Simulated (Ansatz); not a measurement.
## SiW3: one atom moved along a line

All numbers below come from Ansatz 0.2.0, DFT r2SCAN, scalar-relativistic, plane waves, PAW. Cutoff 500 eV, Γ-centred 14×14×14 k-points, Gaussian smearing of 0.15 eV. Spin–orbit coupling is left out, which can shift energies with elements as heavy as these. No spin polarisation. Energies are free energies at this smearing, counted from the undisturbed cell; pressure is positive in compression.

Reference structure (relaxed at this level; it needn't be the usual structure):

```xyz
4
Lattice="-2.5892 2.5892 2.5892 2.5892 -2.5892 2.5892 2.5892 2.5892 -2.5892" Properties=species:S:1:pos:R:3 pbc="T T T"
Si    0.0000    0.0000    0.0000
W     0.0000    0.0000    2.5892
W     0.0000    2.5892    0.0000
W     2.5892    0.0000    0.0000
```

Atom 2 (W) is moved by x along the Cartesian unit vector (0.000, 0.000, -1.000); the cell and all other atoms stay fixed. The cell is metallic on the mesh throughout.

| x (Å) | ΔE (meV/cell) | force along x on the moved atoms (eV/Å) | pressure (GPa) |
| --- | --- | --- | --- |
| -0.3000 | -47.2 | 0.27 | 2.4 |
| -0.1000 | ? | -0.25 | ? |
| 0.0000 | 0.0 | 0.00 | 0.0 |
| 0.2000 | -40.8 | 0.23 | 1.1 |

All sampled points lie below the start, which is a maximum along this line.

(1) Give the withheld values.

Results:

(1) ΔE (meV/cell) at x (Å) = -0.1000: -15.6; pressure (GPa) at x (Å) = -0.1000: 0.3.

Cost: 4 runs of about 1.8 core-minutes in all, on AMD EPYC 9R45 (Zen 5) (shared hosts).